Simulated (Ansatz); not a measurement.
Relaxed TiAl (CuAu type, space group P4/mmm):

```xyz
2
Lattice="2.8130 0.0000 0.0000 0.0000 2.8130 0.0000 0.0000 0.0000 4.0585" Properties=species:S:1:pos:R:3 pbc="T T T"
Al     1.4065     1.4065     2.0292
Ti     0.0000     0.0000     0.0000
```

Level of theory: r2SCAN (plane waves to 500 eV, PAW, scalar-relativistic; Ansatz, a program for electronic structure). k mesh 13×13×9 (Γ-centred), Fermi-Dirac smearing 0.05 eV. With partly filled bands, energies and forces of such displacements shift with the k mesh and the smearing. TiAl is run without spin polarisation. TiAl was relaxed with its symmetry unable to fall.

One atom of the cell was then moved (with its periodic images), all else fixed, and the forces (eV/Å) came out as:

| atom | Fx | Fy | Fz |
|---|---|---|---|
| Al1 | 0.000 | 0.000 | -0.696 |
| Ti2 | 0.000 | 0.000 | 0.696 |

With two atoms only their relative shift counts; take Al1 as fixed.

**Question.** Which atom was moved, and by which vector (Å)?

**Answer.** Ti2, by (0.00, 0.00, -0.11), 0.11 Å in all.

(A displaced cell: forces are minus the slopes of the energy, force constants its curvatures, and phonons follow from these.)
